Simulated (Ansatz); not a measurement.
A plane-wave run on Si3N4

The input, for Ansatz 0.2.0 (plane waves, PAW):

```yaml
crystal:
  lattice:
    - [7.63468812, 0.0, 0.0]
    - [-3.81734406, 6.61183877, 0.0]
    - [0.0, 0.0, 2.91849562]
  atoms:
    - { symbol: Si, position: [0.76847, 0.17453, 0.25] }
    - { symbol: Si, position: [0.59394, 0.76847, 0.75] }
    - { symbol: Si, position: [0.82547, 0.59394, 0.25] }
    - { symbol: Si, position: [0.23153, 0.82547, 0.75] }
    - { symbol: Si, position: [0.40606, 0.23153, 0.25] }
    - { symbol: Si, position: [0.17453, 0.40606, 0.75] }
    - { symbol: "N", position: [0.03054, 0.33023, 0.2459] }
    - { symbol: "N", position: [0.70031, 0.03054, 0.7459] }
    - { symbol: "N", position: [0.66977, 0.70031, 0.2459] }
    - { symbol: "N", position: [0.96946, 0.66977, 0.7459] }
    - { symbol: "N", position: [0.29969, 0.96946, 0.2459] }
    - { symbol: "N", position: [0.33023, 0.29969, 0.7459] }
    - { symbol: "N", position: [0.66666, 0.33333, 0.2502] }
    - { symbol: "N", position: [0.33333, 0.66666, 0.7502] }
  symmetry: { tolerance: 0.0003 }
kpoints:
  mp_grid: { grid: [6, 6, 10], shift: [0, 0, 0] }
  band_path:
    path:
      - [0.0, 0.0, 0.0]
      - [0.5, 0.0, 0.0]
      - [0.33333333, 0.33333333, 0.0]
      - [0.0, 0.0, 0.0]
      - [0.0, 0.0, 0.5]
      - [0.5, 0.0, 0.5]
      - [0.33333333, 0.33333333, 0.5]
      - [0.0, 0.0, 0.5]
      - [0.5, 0.0, 0.5]
      - [0.5, 0.0, 0.0]
      - [0.33333333, 0.33333333, 0.5]
    npoints: 7
magnetization:
  spin_polarized: false
scf:
  occupations: { method: methfessel_paxton, width: 0.0348 }
  lower_state_search: "off"
  max_iter: 200
hamiltonian:
  pseudopotentials: { kind: paw }
  xc: r2scan
basis:
  ecutwfc: 500
  fft_grid_basis: typed
output:
  forces: true
  stress: true
  eigenvalues: true
  bader: true
  populations: true
  elf: true
  write_potential: true
  volumetric_format: npy
  dos:
    e_range: [-12, 8]
    de: 0.05
    projected: { site_lists: { "N": ["N"], Si: [Si] } }
checkpoint:
  read: saved_state
```

Launched with:

```sh
ansatz run input.yaml --threads 1 --pin off --max-ram 2560MiB --backend cpu --events-out ev --progress --plain --runs-dir out
```

The saved state is an earlier solution for the same cell, perhaps on another mesh. 

Excerpt of what it printed:

```
SCF iter   1: F=—  Δρ=4.24e-4  dr2=9.08e-5  dr2_τ=7.69e-3
SCF iter   2: F=—  S|Δr|=    0.00e0  Δρ=2.15e-4  dr2=2.29e-5  dr2_τ=2.45e-5
SCF iter   3: F=—  S|Δr|=    0.00e0  Δρ=5.18e-5  dr2=4.14e-6  dr2_τ=9.24e-7
SCF iter   4: F=—  S|Δr|=    0.00e0  Δρ=1.60e-5  dr2=4.94e-7  dr2_τ=1.03e-7
SCF iter   5: F=-6930.8228 eV  S|Δr|=    0.00e0  Δρ=9.65e-6  dr2=6.09e-8  dr2_τ=3.94e-8
Free energy (F): -6930.8228 eV
Harris-Foulkes:  -6930.8228 eV  (|F-HF|=2.29e-7)
Internal energy: -6930.8228 eV  (E = F + TS)
E sigma→0 (E₀):  -6930.8228 eV
Fermi energy:    10.3637 eV
--- Per-component energies (eV) ---
  E_band       = 21.8268
  E_kinetic    = 1355.4346
  E_local      = -2159.1856  (includes V_loc(G=0)·N_el)
  E_nonlocal   = 497.8228
  E_hartree    = 726.7925
  E_xc         = -802.9975
  E_vxc        = -1001.5407  (∫ρ·V_xc dr)
  E_paw        = -4152.6815  (= ΣΔE_a)
  E_vpaw       = -178.2642  (= ΣTr[D̂ρ^β])
  E_aug_tail   = 0.0002  (compensation charges beyond the density's cutoff)
  E_vtau       = 53.9782  (kinetic-family band-sum trace: ∫τ·v_τ [+ j·A + Jᵃ·Aᵃ] dr)
  E_ewald      = -2395.3131
  E_core_change = -0.6951  (= ΣΔE_core)
  E_smearing   =  0.0000  (= −TS)
--- Stress (GPa, compression-positive) ---
       -3.0340       0.0000       0.0000
        0.0000      -3.0340       0.0000
        0.0000       0.0000      -3.3932
  P = ⅓ Tr σ = -3.1537 GPa (-31.537 kbar)
--- Löwdin populations: 14 sites ---
  site symbol       q [e]
     0     Si      2.4968
     1     Si      2.4968
     2     Si      2.4968
     3     Si      2.4968
     4     Si      2.4968
     5     Si      2.4968
     6      N      6.0095
     7      N      6.0095
     8      N      6.0095
     9      N      6.0095
    10      N      6.0095
    11      N      6.0095
    12      N      6.0190
    13      N      6.0190
  spilling = 0.0144 (of n_electrons = 64.0000)
--- Bader charges: 14 sites ---
  site symbol  charge [e]  shift [e]
     0     Si      3.2005     0.0129
     1     Si      3.2004     0.0129
     2     Si      3.2004     0.0129
     3     Si      3.2005     0.0129
     4     Si      3.2005     0.0129
     5     Si      3.2005     0.0129
     6      N     -2.4011     0.0095
     7      N     -2.4011     0.0095
     8      N     -2.4011     0.0095
     9      N     -2.4011     0.0095
    10      N     -2.4012     0.0095
    11      N     -2.4011     0.0095
    12      N     -2.3980     0.0103
    13      N     -2.3980     0.0103
```

Origin: a database entry at a rescaled volume.

Cost: 3.3 min on 1 thread of Intel(R) Xeon(R) 6975P-C (Granite Rapids), on a shared host, peak memory 0.94 GiB (start from a saved density).
